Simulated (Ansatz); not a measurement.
Input:

Al3GaN4:
```
CELL_PARAMETERS angstrom
      4.40699     0.00000     0.00000
      0.00000     4.40699     0.00000
      0.00000     0.00000     4.40699
ATOMIC_POSITIONS crystal
  Al 0.50000 0.50000 0.00000
  Al 0.00000 0.50000 0.50000
  Al 0.50000 0.00000 0.50000
  Ga 0.00000 0.00000 0.00000
  N  0.74471 0.74471 0.25529
  N  0.74471 0.25529 0.74471
  N  0.25529 0.25529 0.25529
  N  0.25529 0.74471 0.74471
```

This is the PBEsol-relaxed structure. Tensor components refer to the Cartesian frame of this cell.

Problem. All from PBEsol in the plane-wave PAW code Ansatz, unless another level is named. Give the Poisson's ratio.

Solution. 0.26.

Problem. And the piezoelectric stress constants (proper, relaxed ions, C/m²)?

Solution. e14 = e25 = e36 = 0.52.

Problem. Predict the elastic constants (relaxed ions, GPa).

Solution. C11 = 282, C12 = 155, C44 = 170.

Space group P-43m. The workflow started from a Materials Project entry (that database holds measured and hypothetical structures alike); the Crystallography Open Database copy checked does not list it. With Al and Ga taken as one species the cell has the higher symmetry F-43m, so it may be an ordered model of a mixed-site phase. Whether it is the stable phase at ambient conditions was not checked. The cell was relaxed with PBEsol under the symmetry of its start; of distortions, only those at the zone centre were tested.

Potentials: the later of the program's two PAW sets.
